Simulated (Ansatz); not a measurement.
The elements of this relaxed trial crystal are hidden behind letters.

```
lattice vectors (Å)
   6.0642    0.0000    0.0000
   0.0000    6.0642    0.0000
   0.0000    0.0000    6.0642
fractional positions
X 0.5000 0.5000 0.5000
Z 0.0000 0.0000 0.5000
Z 0.0000 0.5000 0.0000
Z 0.5000 0.0000 0.0000
Q 0.2610 0.2610 0.2610
Q 0.2610 0.7390 0.7390
Q 0.7390 0.2610 0.7390
Q 0.7390 0.7390 0.2610
```

All numbers below come from DFT PBE, scalar-relativistic, plane waves, PAW in Ansatz. Cutoff 420 eV, Γ-centred 6×6×6 mesh (8-atom cell), Gaussian smearing of 0.10 eV, no spin polarisation.

| Property | Result |
| --- | --- |
| Space group | P-43m (No. 215) |
| Conventional cell | a = 6.064 Å |
| Volume per atom | 27.88 Å³ |
| Density | 5.00 g/cm³ |
| Formation energy | −0.29 eV/atom |
| Gap on the 6×6×6 mesh of the 8-atom cell | 0.03 eV by band count, less than the smearing, so the run treats it as a metal |

Energies are uncorrected and count from the elements' standard states at the same level.

Problem. X is a p-block element of period 3, Z is a p-block element of period 5 and Q is a p-block element of period 4. Which elements are they?

Solution. X = Al, Z = In, Q = As, so the formula is AlIn3As4. Density times volume gives a mean mass of 5.00 × 27.88/1.6605 = 84.0 u per atom, and this set has 83.9 u. Al is surrounded by 4 As at 2.51 Å; In is surrounded by 4 As at 2.67 Å; As is surrounded by 1 Al at 2.51 Å and 3 In at 2.67 Å. Other sets within the hints have nearly the same mass, so mass alone doesn't settle it; this one was computed.

A later test with randomly moved atoms came back to the same energy, though modes that don't fit the test's cell weren't probed.
